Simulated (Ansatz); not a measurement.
Run on Sr (dhcp type): DFT, PBEsol, all-electron LAPW, scalar-relativistic (Ansatz 0.2.0). This run: single point at the cell that PAW relaxed from the dhcp type at 23 GPa.

The cell comes from a relaxation on PAW files under the same functional, begun from a prototype that needn't be the stable phase.

Command: `ansatz run input.yaml --threads 1 --pin off --max-ram 3584MiB --backend cpu --events-out ev --progress --plain --runs-dir out` It took 31 s on 1 thread of Arm Neoverse V2, with other jobs on the host, peak memory 0.46 GiB.

```yaml
crystal:
  lattice:
    - [3.320168395, 0.0, 0.0]
    - [-1.6600841975, 2.8753501749, 0.0]
    - [0.0, 0.0, 10.7936445429]
  atoms:
    - { symbol: Sr, position: [0.0, 0.0, 0.0] }
    - { symbol: Sr, position: [0.0, 0.0, 0.5] }
    - { symbol: Sr, position: [0.3333333333, 0.6666666667, 0.25] }
    - { symbol: Sr, position: [0.6666666667, 0.3333333333, 0.75] }
kpoints:
  mp_grid: { grid: [11, 11, 3] }
scf:
  occupations: { method: fermi_dirac, width: 0.05 }
hamiltonian:
  xc: pbesol
  pseudopotentials: { kind: all_electron, lapw: { basis_error: 0.0005 } }
output:
  forces: true
  stress: true
  eigenvalues: true
  populations: true
```

Output:

```
Sr: projections on atomic orbitals take those of the free atom 1s2 2s2 2p6 3s2 3p6 3d10 4s2 4p6 5s2, of charge +0.00 (hamiltonian.pseudopotentials.projection_atoms)
LAPW: plane waves up to 6.197 Å⁻¹, error target 5.0e-4 eV per atom; small_component_spin mean_spin; Sr in spheres of 1.655 Å, 26 of its electrons in bands, Dirac shells [] (how accurate: hamiltonian.pseudopotentials.lapw.basis_error, Limitations)
Engine: ansatz 0.2.0
Pseudopotentials: kind: all_electron
Pseudopotential: Sr, LAPW, valence charge 26, lapw/all_electron/scalar/gaussian/Sr, Koelling and Harmon's equation, gaussian nucleus
Functional definition: PBEsol
  exchange = pbesol_x
  correlation = pbesol_c
Crystal: 4 atoms, lattice volume = 103.043 Å³
Basis set: ecut = 146.32900623668192 eV, 411 PW (Γ), exchange–correlation at level 2
Bands: 63, of which v1, the nominal top of the filled ones, is band 52 counted from 1 (51 counted from 0)
Symmetry: 24 space group operations
Space group: P63/mmc (ITA 194), of the structure as read, at distance tolerance 4.7e-5 Å
k-points: 32 of 363
Non-local potential: Sr, projectors of the file, none
Initial density: superposition of atomic densities (chi_scale 0.1, normalization cell)
Initial wavefunctions: plane waves of lowest kinetic energy (no species holds an atomic orbital)
Functional: x = pbesol(κ = 0.804, μ = 0.12345679012345678), c = pbesol(β = 0.046)
iter 1 solved again at ethr=7.29e-5 eV; its pass at ethr=1.00e-1 eV (dr2=7.58e-2 eV) is discarded
SCF iter   1: F=—  HF=-345863.671536 eV  |F-HF|=—  |Δ(HF+E_count)|=         —  Δρ=6.85e-3  dr2=7.59e-2  ethr=7.29e-5  ⟨swp⟩=3.2  Hψ=12222  notcnv=0
preconditioner: auto → Kerker (q_TF=auto, 2.733 Å⁻¹)  [metal: Δε(μ)=0.078 eV  Ē_g=15.615 eV  σ=0.050 eV  W_gap=0.33  n_scr=38 (ndim 8)  ℏωp=20.7 eV  f_vac=0.000  D(μ)=3.24/eV (n_scr^D=26)]
SCF iter   2: F=—  HF=-345863.563183 eV  |F-HF|=—  |Δ(HF+E_count)|=   1.08e-1  Δρ=4.53e-3  dr2=3.37e-2  ethr=7.29e-5  ⟨swp⟩=2.0  Hψ=6357  notcnv=0
SCF iter   3: F=—  HF=-345863.554522 eV  |F-HF|=—  |Δ(HF+E_count)|=   8.66e-3  Δρ=2.75e-3  dr2=1.26e-2  ethr=3.24e-5  ⟨swp⟩=2.0  Hψ=6300  notcnv=0
SCF iter   4: F=—  HF=-345863.552741 eV  |F-HF|=—  |Δ(HF+E_count)|=         —  Δρ=9.27e-4  dr2=1.49e-3  ethr=1.21e-5  ⟨swp⟩=2.0  Hψ=6299  notcnv=0
the basis was enlarged: its passes take 250.4 KiB over the memory plan, 1 of 1 planned eigensolver slots
iter 5 solved again at ethr=3.19e-8 eV; its pass at ethr=1.43e-6 eV (dr2=3.31e-5 eV) is discarded
SCF iter   5: F=—  HF=-345863.552304 eV  |F-HF|=—  |Δ(HF+E_count)|=   4.37e-4  Δρ=1.56e-4  dr2=3.31e-5  ethr=3.19e-8  ⟨swp⟩=2.0  Hψ=10428  notcnv=0
SCF iter   6: F=—  HF=-345863.552308 eV  |F-HF|=—  |Δ(HF+E_count)|=   4.05e-6  Δρ=6.78e-5  dr2=6.97e-6  ethr=3.19e-8  ⟨swp⟩=2.0  Hψ=6300  notcnv=0
SCF iter   7: F=—  HF=-345863.552309 eV  |F-HF|=—  |Δ(HF+E_count)|=   5.93e-7  Δρ=1.05e-5  dr2=2.47e-7  ethr=6.70e-9  ⟨swp⟩=2.0  Hψ=6300  notcnv=0
SCF iter   8: F=-345863.552309 eV  HF=-345863.552309 eV  |F-HF|=4.83e-9  |Δ(HF+E_count)|=   2.08e-8  Δρ=2.65e-6  dr2=1.02e-8  ethr=2.38e-10  ⟨swp⟩=2.0  Hψ=6300  notcnv=0
SCF 1 converged in 8 iterations: F = -345863.552309 eV  dr2 = 1.02e-8
SCF converged after 8 iterations
Free energy (F): -345863.552309 eV
Harris-Foulkes:  -345863.552309 eV  (|F-HF|=4.83e-9)
Internal energy: -345863.522768 eV  (E = F + TS)
E sigma→0 (E₀):  -345863.537538 eV
Entropy (-TS):   -0.029541 eV (-7.385 meV/atom)
Fermi energy:    14.125078 eV
--- Per-component energies (eV) ---
  E_band       = -10114.307154
  E_kinetic    = 356137.969182
  E_xc         = -11254.277760
  E_electrostatic = -690747.214190  (all electrons and nuclei)
  E_smearing   = -0.029541  (= −TS)
  E_closure    = 0.000000  (closes the sum)
  E_atoms      = -345861.202996  (free atoms, spherical and without spin; not in F)
  Σ components = -345863.552309   (vs F -345863.552309, Δ=0.00e0)
  Basis errors (estimates in eV, not in F): energy 1.4e-4 per atom: plane waves 1.2e-4 (6.1e-5 summed), levels above the bands 1.4e-33, relativity 1.6e-8, radial functions 2.0e-5, core shells 5.8e-8; eigenvalues (radial functions only) 2.8e-7; not estimated: angular momenta, meshes, grids; target (lapw.basis_error) 5.0e-4; muffin-tin radii Sr 1.655 Å
--- Forces (eV/Å), atoms counted from 1 ---
  atom   1  Sr     0.00000000     0.00000000     0.00000000
  atom   2  Sr     0.00000000     0.00000000     0.00000000
  atom   3  Sr    -0.00000000     0.00000000     0.00000000
  atom   4  Sr    -0.00000000    -0.00000000    -0.00000000
  max |Σ_I F_I| component: 1.85e-17 eV/Å
--- Stress (GPa, compression-positive) ---
       22.988311       0.000000      -0.000000
        0.000000      22.988311       0.000000
       -0.000000       0.000000      22.995883
  P = ⅓ Tr σ = 22.9908 GPa (229.908 kbar)
--- Band table (eV; the first three rows and the last of 32) ---
  k-point 0: bands = ["-235.7130", "-235.7130", "-235.7130", "-235.7130", "-235.7051", "-235.7051", "-235.6644", "-235.6644", "-235.6644", "-235.6644", "-235.6607", "-235.6607", "-107.9084", "-107.9084", "-107.9084", "-107.9084", "-107.9018", "-107.9018", "-107.9013", "-107.9013", "-107.9013", "-107.9013", "-107.8588", "-107.8588", "-107.8588", "-107.8588", "-107.8562", "-107.8562", "-107.8555", "-107.8555", "-107.8555", "-107.8555", "-21.3904", "-21.2457", "-21.1950", "-21.0421", "-4.4864", "-3.5632", "-3.5232", "-2.7041", "-2.7041", "-2.6067", "-2.6067", "-2.5522", "-2.5522", "-2.4509", "-2.4509", "-2.4396", "10.1685", "11.9609", "11.9938", "12.6190", "16.0004", "16.0603", "17.0019", "17.0019", "17.1269", "17.1269", "17.1325", "17.3400", "17.6689", "17.6689", "17.8617"]
  k-point 1: bands = ["-235.7130", "-235.7130", "-235.7130", "-235.7130", "-235.7051", "-235.7051", "-235.6644", "-235.6644", "-235.6644", "-235.6644", "-235.6607", "-235.6607", "-107.9084", "-107.9084", "-107.9084", "-107.9084", "-107.9018", "-107.9018", "-107.9013", "-107.9013", "-107.9013", "-107.9013", "-107.8588", "-107.8588", "-107.8588", "-107.8588", "-107.8562", "-107.8562", "-107.8555", "-107.8555", "-107.8555", "-107.8555", "-21.3686", "-21.3091", "-21.1296", "-21.0660", "-4.3667", "-4.0302", "-3.0171", "-2.6884", "-2.6884", "-2.6465", "-2.6465", "-2.6005", "-2.5114", "-2.5114", "-2.4675", "-2.4675", "10.4388", "11.1438", "12.5063", "12.6246", "16.1957", "16.4440", "16.7968", "17.0474", "17.0910", "17.0910", "17.1863", "17.1863", "17.5542", "17.5542", "17.6850"]
  k-point 2: bands = ["-235.7130", "-235.7130", "-235.7130", "-235.7130", "-235.7051", "-235.7051", "-235.6644", "-235.6644", "-235.6644", "-235.6644", "-235.6607", "-235.6607", "-107.9084", "-107.9084", "-107.9084", "-107.9084", "-107.9018", "-107.9018", "-107.9013", "-107.9013", "-107.9013", "-107.9013", "-107.8588", "-107.8588", "-107.8588", "-107.8588", "-107.8562", "-107.8562", "-107.8555", "-107.8555", "-107.8555", "-107.8555", "-21.3676", "-21.2284", "-21.1777", "-21.0309", "-4.4351", "-3.5754", "-3.5391", "-2.8389", "-2.7452", "-2.7014", "-2.6581", "-2.6355", "-2.5869", "-2.5809", "-2.4667", "-2.4581", "10.4521", "12.2049", "12.2345", "12.8968", "15.7132", "15.9095", "16.3839", "16.6069", "16.9842", "17.1653", "17.2314", "17.3193", "17.7456", "17.8814", "17.9221"]
  k-point 31: bands = ["-235.7130", "-235.7130", "-235.7130", "-235.7130", "-235.7051", "-235.7051", "-235.6644", "-235.6644", "-235.6644", "-235.6644", "-235.6607", "-235.6607", "-107.9084", "-107.9084", "-107.9084", "-107.9084", "-107.9018", "-107.9018", "-107.9013", "-107.9013", "-107.9013", "-107.9013", "-107.8588", "-107.8588", "-107.8588", "-107.8588", "-107.8562", "-107.8562", "-107.8555", "-107.8555", "-107.8555", "-107.8555", "-20.9999", "-20.9969", "-20.9434", "-20.9405", "-4.0902", "-4.0791", "-3.9649", "-3.8813", "-3.6914", "-3.6690", "-3.4964", "-3.3928", "-3.1081", "-2.9521", "-2.8871", "-2.8442", "13.5445", "13.6727", "14.3284", "14.4291", "14.6619", "14.7751", "14.9011", "15.0265", "16.1518", "16.2870", "16.3732", "16.6259", "18.2412", "18.3987", "19.4665"]
--- Löwdin populations: 4 sites ---
  site symbol       q [e]
     0     Sr     37.2252
     1     Sr     37.2252
     2     Sr     37.2960
     3     Sr     37.2960
  spilling = 0.019458 (of n_electrons = 152.000000)
```

populations.tsv:

```
# site	symbol	l	j	q
# orbitals = lowdin
# n_electrons = 152.000000
# spilling = 0.019458
# projection_atom_Sr: 1s2 2s2 2p6 3s2 3p6 3d10 4s2 4p6 5s2
0	Sr	0_1S	-	1.999998
0	Sr	0_2S	-	1.999932
0	Sr	0_3S	-	1.998688
0	Sr	0_4S	-	1.975916
0	Sr	0_5S	-	1.281516
0	Sr	1_2P	-	5.999999
0	Sr	1_3P	-	5.999948
0	Sr	1_4P	-	5.969208
0	Sr	2_3D	-	9.999989
1	Sr	0_1S	-	1.999998
1	Sr	0_2S	-	1.999932
1	Sr	0_3S	-	1.998688
1	Sr	0_4S	-	1.975916
1	Sr	0_5S	-	1.281516
1	Sr	1_2P	-	5.999999
1	Sr	1_3P	-	5.999948
1	Sr	1_4P	-	5.969208
1	Sr	2_3D	-	9.999989
2	Sr	0_1S	-	1.999998
2	Sr	0_2S	-	1.999935
2	Sr	0_3S	-	1.998737
2	Sr	0_4S	-	1.976723
2	Sr	0_5S	-	1.352620
2	Sr	1_2P	-	5.999999
2	Sr	1_3P	-	5.999948
2	Sr	1_4P	-	5.968037
2	Sr	2_3D	-	9.999989
3	Sr	0_1S	-	1.999998
3	Sr	0_2S	-	1.999935
3	Sr	0_3S	-	1.998737
3	Sr	0_4S	-	1.976723
3	Sr	0_5S	-	1.352620
3	Sr	1_2P	-	5.999999
3	Sr	1_3P	-	5.999948
3	Sr	1_4P	-	5.968037
3	Sr	2_3D	-	9.999989
```

Next run (omega relaxed under pressure), as changes to the input before:

```diff
   lattice:
-    - [3.320168395, 0.0, 0.0]
-    - [-1.6600841975, 2.8753501749, 0.0]
-    - [0.0, 0.0, 10.7936445429]
+    - [5.345494829, 0.0, 0.0]
+    - [-2.6727474145, 4.6293343177, 0.0]
+    - [0.0, 0.0, 3.1363643476]
   atoms:
-    - { symbol: Sr, position: [0.0, 0.0, 0.5] }
-    - { symbol: Sr, position: [0.3333333333, 0.6666666667, 0.25] }
-    - { symbol: Sr, position: [0.6666666667, 0.3333333333, 0.75] }
+    - { symbol: Sr, position: [0.3333333333, 0.6666666667, 0.5] }
+    - { symbol: Sr, position: [0.6666666667, 0.3333333333, 0.5] }
 kpoints:
-  mp_grid: { grid: [11, 11, 3] }
+  mp_grid: { grid: [7, 7, 10] }
 scf:
   eigenvalues: true
-  populations: true
+relax:
+  f_tol: 0.005
+  max_steps: 12
+  cell: { p_target: 23.0, stress_tol: 0.03 }
```

Command: `ansatz run input.yaml --threads 1 --pin off --max-ram 3584MiB --backend cpu --events-out ev --progress --plain --runs-dir out` It took 40 s on 1 thread of Arm Neoverse V2 (shared host), peak memory 0.41 GiB.

Results part of the output:

```
basis re-selected at this cell: Δ(F+E_penalty+E_count) = -4.552e-8 eV, ΔP = +0.000 GPa vs the last step (what re-selecting the basis moved, after the strain that the cell walked since its last selection, with what the two solves' SCF thresholds leave and, on support functions, any second-order correction that the steps lacked; it is no measure of the basis error at this ecutwfc). This SCF's stress stands 1.05e-2 GPa from its target on what of the cell is left free (relax.cell.stress_tol is 3.00e-2 GPa) and its largest allowed force component is 1.54e-17 eV/Å (relax.f_tol is 5.00e-3 eV/Å): within both
SCF converged after 2 iterations
Free energy (F): -259397.581748 eV
Harris-Foulkes:  -259397.581748 eV  (|F-HF|=6.17e-9)
Internal energy: -259397.550121 eV  (E = F + TS)
E sigma→0 (E₀):  -259397.565935 eV
Entropy (-TS):   -0.031627 eV (-10.542 meV/atom)
Fermi energy:    14.029368 eV
--- Per-component energies (eV) ---
  E_band       = -9472.431902
  E_kinetic    = 267103.500546
  E_xc         = -8440.710781
  E_electrostatic = -518060.339886  (all electrons and nuclei)
[... lines left out ...]
  k-point 1: bands = ["-313.2415", "-313.2415", "-313.0665", "-235.8456", "-235.8456", "-235.8456", "-235.8456", "-235.8388", "-235.8388", "-235.6868", "-235.6590", "-235.6590", "-108.0412", "-108.0412", "-108.0411", "-108.0411", "-108.0379", "-108.0379", "-108.0333", "-108.0333", "-108.0333", "-108.0333", "-107.8778", "-107.8673", "-107.8673", "-107.8490", "-107.8490", "-21.5202", "-21.1243", "-21.0550", "-4.1640", "-4.1640", "-3.7122", "-3.7122", "-3.0607", "-2.6503", "-2.6261", "-2.5734", "-2.5734", "10.3775", "13.6999", "15.0305", "15.0305", "15.1910", "15.1910", "16.0099", "17.1315", "17.8997", "17.8997", "18.9152", "18.9152"]
  k-point 2: bands = ["-313.2415", "-313.2415", "-313.0665", "-235.8456", "-235.8456", "-235.8456", "-235.8456", "-235.8388", "-235.8388", "-235.6868", "-235.6590", "-235.6590", "-108.0412", "-108.0412", "-108.0411", "-108.0411", "-108.0379", "-108.0379", "-108.0333", "-108.0333", "-108.0333", "-108.0333", "-107.8778", "-107.8673", "-107.8673", "-107.8490", "-107.8490", "-21.4596", "-21.0790", "-21.0183", "-4.0965", "-4.0965", "-3.5894", "-3.5894", "-3.4853", "-3.0943", "-3.0430", "-2.6009", "-2.6009", "11.1144", "14.2969", "14.2969", "14.6463", "14.7758", "14.7758", "17.3913", "17.9521", "17.9521", "18.0937", "18.0937", "18.1867"]
  k-point 47: bands = ["-313.2415", "-313.2415", "-313.0665", "-235.8456", "-235.8456", "-235.8456", "-235.8456", "-235.8388", "-235.8388", "-235.6868", "-235.6590", "-235.6590", "-108.0412", "-108.0412", "-108.0411", "-108.0411", "-108.0378", "-108.0378", "-108.0333", "-108.0333", "-108.0333", "-108.0333", "-107.8777", "-107.8674", "-107.8674", "-107.8490", "-107.8490", "-21.1572", "-21.0956", "-20.9244", "-4.5908", "-4.3820", "-4.2470", "-3.6669", "-3.5100", "-3.2212", "-3.0243", "-2.9656", "-2.6214", "12.2532", "13.6149", "14.2226", "14.2333", "14.5825", "15.1923", "16.2667", "16.9248", "17.0905", "17.1081", "18.7705", "19.3845"]
--- Relaxed structure (1 steps of the walk, 1 accepted, 1 SCFs on fresh bases) ---
  F+E_penalty+E_count = -259397.58174841 eV   max|allowed force component| = 1.542e-17 eV/Å   (the final SCF, on the basis selected at the relaxed cell)
  cell:  # Å, volume = 77.6127 Å³
    - [5.345494828992867, 0.0, 0.0]
    - [-2.6727474144964334, 4.629334317706177, 0.0]
    - [0.0, 0.0, 3.1363643476]
  atoms:
    - { symbol: Sr, position: [0.0, 0.0, 0.0] }
    - { symbol: Sr, position: [0.33333333333333326, 0.6666666666666665, 0.5] }
    - { symbol: Sr, position: [0.6666666666666665, 0.33333333333333326, 0.5] }
```
